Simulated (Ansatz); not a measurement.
This MnAlC4N4 structure is the end of a relaxation. The cell was found from a structure generator's guess, not taken from experiment.

Computed with Ansatz, DFT PBE, scalar-relativistic, plane waves, PAW. Cutoff 420 eV, Γ-centred mesh, Gaussian smearing, collinear spin.

```xyz
10
Lattice="5.7684 0.0000 0.0000 0.0000 5.7684 0.0000 0.0000 0.0000 5.7684" Properties=species:S:1:pos:R:3 pbc="T T T"
Mn    0.0000    0.0000    0.0000
Al    2.8842    2.8842    2.8842
C     1.1394    1.1394    1.1394
C     1.1394    4.6290    4.6290
C     4.6290    1.1394    4.6290
C     4.6290    4.6290    1.1394
N     1.8208    1.8208    1.8208
N     1.8208    3.9476    3.9476
N     3.9476    1.8208    3.9476
N     3.9476    3.9476    1.8208
```

Energies over the elements count from the elements' standard structures at the same level (N₂ as a molecule), with no fitted energy shifts.

**Question.** What space group does it have?

**Answer.** P-43m (No. 215). Conventional cell: a = 5.768 Å. Mn has 4 C at 1.97 Å; Al has 4 N at 1.84 Å; C has 1 N at 1.18 Å and 1 Mn at 1.97 Å; N is surrounded by 1 C at 1.18 Å and 1 Al at 1.84 Å.

**Question.** How far does it lie from the elements in energy?

**Answer.** +0.12 eV/atom. It can't be a ground state, since the elements alone are lower.

**Question.** Is it a metal?

**Answer.** Yes, bands cross the Fermi level on the 8×8×8 mesh.

**Question.** Which magnetic moments does it keep?

**Answer.** 0.40 μB per atom net, the space between the atoms included; by site: Mn 2.6 μB.

**Question.** From what recipe could a structure generator have reached it?

**Answer.** One such recipe: two interpenetrating cyanide-bridged diamond nets (P-43m, No. 215). Other recipes can lead to the same cell.

The last run used collinear spin, an 8×8×8 mesh for its 10-atom cell and Gaussian smearing of 0.10 eV. In such compounds of Mn a zero gap at this level may well be an artefact, since no Hubbard U is applied. The reference form of C is held partly by dispersion forces, which this level lacks. The magnetic state reached may not be the lowest. Symmetry constrained the relaxation, so the result can be a saddle point.
